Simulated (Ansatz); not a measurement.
BaF₂:
```cif
data_Ba2F4
_chemical_formula_sum 'Ba2 F4'
_space_group_name_H-M_alt 'P63/mmc'
_space_group_IT_number 194
_space_group_name_Hall '-P 6c 2c'
_cell_length_a 4.40258
_cell_length_b 4.40258
_cell_length_c 6.00812
_cell_angle_alpha 90.000
_cell_angle_beta 90.000
_cell_angle_gamma 120.000
loop_
_atom_site_label
_atom_site_type_symbol
_atom_site_symmetry_multiplicity
_atom_site_Wyckoff_symbol
_atom_site_fract_x
_atom_site_fract_y
_atom_site_fract_z
_atom_site_occupancy
Ba1 Ba 2 c 0.33333 0.66667 0.25000 1
F1 F 2 a 0.00000 0.00000 0.00000 1
F2 F 2 d 0.66667 0.33333 0.25000 1
```

Relaxed with r²SCAN. r²SCAN (plane waves, PAW; program Ansatz) gives a gap of 6.65 eV.

Problem. What gap does HSE06 give on the same cell (Ansatz, PAW)?

Solution. 7.99 eV, 1.34 eV more. The hybrid was solved on a coarser mesh and at special points; the gap given is the minimum over both.

```
k  v1 r²SCAN  c1 r²SCAN  v1 HSE06  c1 HSE06
-  ---------  ---------  --------  --------
Γ       0.00       7.17         ?         ?
A      -0.55       8.93         ?         ?
K      -0.17       6.65     -0.18      7.99
H      -0.62       8.39     -0.61      9.78
M      -0.14       7.74         ?         ?
L      -0.60       8.23         ?         ?
```

Problem. Top valence (v1) and lowest conduction level (c1) in eV from each method's valence maximum (which need not be a listed point): supply the withheld HSE06 values.

Solution. 
- Γ, v1 HSE06: 0.00
- Γ, c1 HSE06: 8.37
- M, v1 HSE06: -0.14
- M, c1 HSE06: 9.10
- L, v1 HSE06: -0.58
- L, c1 HSE06: 9.60
- A, v1 HSE06: -0.53
- A, c1 HSE06: 10.37

Cost on shared cores: the r²SCAN run (SCF on a 7×7×5 mesh, then bands and DOS) very roughly 40 core-seconds, the HSE06 run (SCF on 4×4×3, then a few points) roughly 60 core-seconds; the tasks are unlike.

Space group P6_3/mmc. The first step of the workflow began from a Materials Project structure, measured or hypothetical; the Crystallography Open Database copy checked does not list it. It is not the phase usual at ambient conditions (space group No. 225). The cell was relaxed with r²SCAN under the symmetry of its start; whether a distortion lowers the energy is not shown. Scalar-relativistic: spin–orbit coupling is off unless named, which matters more the heavier the elements.

Potentials: the later of the program's two PAW sets.
